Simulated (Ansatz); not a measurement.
Relaxing a structure of TiSi

The start is a randomly generated symmetric cell of TiSi (space group No. 191). The cell and all atomic positions are relaxed at zero pressure with r2SCAN (plane waves to 500 eV, PAW, scalar-relativistic; Ansatz, a quantum-chemistry and plane-wave program). The first steps use a coarse 9×9×5 k-mesh.

Starting cell:
```
TiSi
1.0
    3.03672     0.00000     0.00000
   -1.51836     2.62988     0.00000
    0.00000     0.00000     4.93219
Si Ti
1 1
Direct
  0.00000   0.00000   0.00000
  0.00000   0.00000   0.50000
```

Task: How large is the pressure on the unrelaxed cell, and of which sign?

Result: -6 GPa (negative: the cell is under tension).

Task: How much energy is released per atom?

Result: 0.14 eV/atom.

Task: What band gap does the relaxed structure have at this level?

Result: No gap (metallic).

Task: What does it relax into? Give the structure.

Result: 
Space group P6/mmm (No. 191); a = 2.803 Å, b = 2.803 Å, c = 5.024 Å, α = 90.00°, β = 90.00°, γ = 120.00°

```json
[
 {"atom": "Si", "site": "1a", "symmetry": "6/mmm", "x": "0.0000", "y": "0.0000", "z": "0.0000"},
 {"atom": "Ti", "site": "1b", "symmetry": "6/mmm", "x": "0.0000", "y": "0.0000", "z": "0.5000"}
]
```

The space group stays P6/mmm (No. 191) (the run could not lower it), with 2 atoms in the primitive cell. Final values are on a 19×19×9 k-mesh of the relaxed cell. No spin polarisation in the result.

The run could not lose the symmetry of its start: the end is stationary, and may be a saddle point rather than a minimum.

All atoms sit on sites fixed by symmetry, so only the cell could relax.

The relaxed structure here is a generated cell of TiSi: the first start was made by a random draw of sites in a space group, and the end was not matched to a known phase here, so it may be hypothetical.
